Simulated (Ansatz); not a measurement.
Starting cell, CaO (rock salt):

```yaml
crystal:
  lattice:
    - [0.00000, 4.79484, 4.79484]
    - [2.39742, 2.39742, 4.79484]
    - [2.39742, 2.39742, 0.00000]
  atoms:
    - { symbol: Ca, position: [0.00000, 0.00000, 0.00000] }
    - { symbol: Ca, position: [0.50000, 0.00000, 0.00000] }
    - { symbol: O, position: [0.00000, 0.50000, 0.50000] }
    - { symbol: O, position: [0.50000, 0.50000, 0.50000] }
```

The atoms are displaced by Q × the pattern below (from a DFPT mode at X = (0.5, 0.5, 0.0), largest move 1; Q in Å), at fixed cell. It is one choice among 2 degenerate patterns. (q is in reciprocal vectors of the primitive cell; the cell shown is doubled to hold the pattern.)

```json
[
 {"atom": "Ca1", "x": "0.000", "y": "0.244", "z": "0.000"},
 {"atom": "Ca2", "x": "0.000", "y": "-0.244", "z": "0.000"},
 {"atom": "O3", "x": "0.000", "y": "1.000", "z": "0.000"},
 {"atom": "O4", "x": "0.000", "y": "-1.000", "z": "0.000"}
]
```

Calculation: r2SCAN (plane waves to 500 eV, PAW, scalar-relativistic; Ansatz, a first-principles code). k mesh 12×12×12 (Γ-centred), Fermi-Dirac smearing 0.05 eV. E stands for the smeared free energy. CaO was relaxed with its symmetry unable to fall. The zero of ΔE is the undisplaced structure.

Problem. Predict the ΔE (meV/cell) and −dE/dQ from forces (eV/Å) at Q (Å) = -0.180, -0.120, 0.030, 0.060, 0.090, 0.120, 0.150, 0.180.

Solution. 
```
Q (Å)   ΔE (meV/cell)  −dE/dQ from forces (eV/Å)
------  -------------  -------------------------
-0.180          233.1                      2.867
-0.120           97.5                      1.706
0.030             5.8                     -0.388
0.060            23.5                     -0.792
0.090            53.6                     -1.226
0.120            97.5                     -1.706
0.150           156.6                     -2.247
0.180           233.1                     -2.867
```

(For displaced atoms, the force is minus the slope of the energy, and its curvature is a force constant, which sets phonon frequencies.)
